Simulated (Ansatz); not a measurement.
CeO$_{2}$:
```
CELL_PARAMETERS angstrom
      0.00000     2.73231     2.73231
      2.73231     0.00000     2.73231
      2.73231     2.73231     0.00000
ATOMIC_POSITIONS crystal
  Ce 0.00000 0.00000 0.00000
  O  0.25000 0.25000 0.25000
  O  0.75000 0.75000 0.75000
```

Relaxed with PBE. Special points in fractions of this cell's reciprocal vectors: Γ (0.000, 0.000, 0.000); X (0.500, 0.000, 0.500); U (0.625, 0.250, 0.625); K (0.375, 0.375, 0.750); L (0.500, 0.500, 0.500); W (0.500, 0.250, 0.750).

### Question
List the band energies nearest the valence-band maximum at these points for PBE with spin–orbit coupling (plane waves, PAW; program Ansatz).

### Answer
In eV from the valence-band maximum; about four levels below and three above (degenerate sets whole), none deeper than 8.9 eV; points with the same levels are listed once.

```tsv
k	below	above
Γ	-0.56 -0.56 -0.56 -0.56	2.06 2.06 2.18 2.18 2.18 2.18
X	-0.74 -0.74 -0.59 -0.59	1.79 1.79 1.99 1.99
U	-0.72 -0.72 -0.30 -0.30	1.83 1.83 2.03 2.03
L	-0.83 -0.83 -0.71 -0.71	1.78 1.78 2.06 2.06
W	-0.70 -0.70 -0.63 -0.63	1.82 1.82 2.01 2.01
```

Space group Fm-3m (fluorite). Symmetry was held in the PBE relaxation. No spin polarisation was allowed. The 4f shell is in the valence. No Hubbard U is applied.

Potentials: the earlier of the program's two PAW sets.
